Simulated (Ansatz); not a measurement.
# Kick test of a cell of Mg5CdS6

It was reached by relaxing an invented guess, and it needn't be the stable form of this composition.

Computed with Ansatz 0.2.0, DFT PBE, scalar-relativistic, plane waves, PAW. Settings: cutoff 420 eV, Γ-centred mesh 8×8×2 on the computed 12-atom cell, Gaussian smearing of 0.02 eV; no spin polarisation.

The cell below (12 atoms, space group P4/mmm (No. 123)) is relaxed within its symmetry.

```cif
data_structure
_symmetry_space_group_name_H-M 'P 1'
_symmetry_Int_Tables_number 1
_cell_length_a 3.7351
_cell_length_b 3.7351
_cell_length_c 15.8645
_cell_angle_alpha 90.000
_cell_angle_beta 90.000
_cell_angle_gamma 90.000
_cell_volume 221.32
loop_
_atom_site_label
_atom_site_type_symbol
_atom_site_fract_x
_atom_site_fract_y
_atom_site_fract_z
_atom_site_occupancy
Mg1 Mg 0.00000 0.00000 0.66346 1
Mg2 Mg 0.50000 0.50000 0.50000 1
Mg3 Mg 0.00000 0.00000 0.33654 1
Mg4 Mg 0.50000 0.50000 0.17101 1
Mg5 Mg 0.50000 0.50000 0.82899 1
Cd1 Cd 0.00000 0.00000 0.00000 1
S1 S 0.00000 0.00000 0.50000 1
S2 S 0.50000 0.50000 0.33590 1
S3 S 0.00000 0.00000 0.17279 1
S4 S 0.50000 0.50000 0.00000 1
S5 S 0.00000 0.00000 0.82721 1
S6 S 0.50000 0.50000 0.66410 1
```

For the test it was strained at random (σ = 1.5 % a component), the atoms were moved at random (σ = 0.10 Å), and all was relaxed again on a coarse 4×4×1 mesh (in the run’s order of axes) with 0.10 eV smearing, with no symmetry imposed.

Question: Is the structure stable against such a distortion?

Answer: It returns, within 1 meV/atom of the unmoved cell on that mesh and with the same symmetry when read at 0.1 Å. No instability shows in this cell; modes of other wave vectors, which need another repeat, aren't tested.
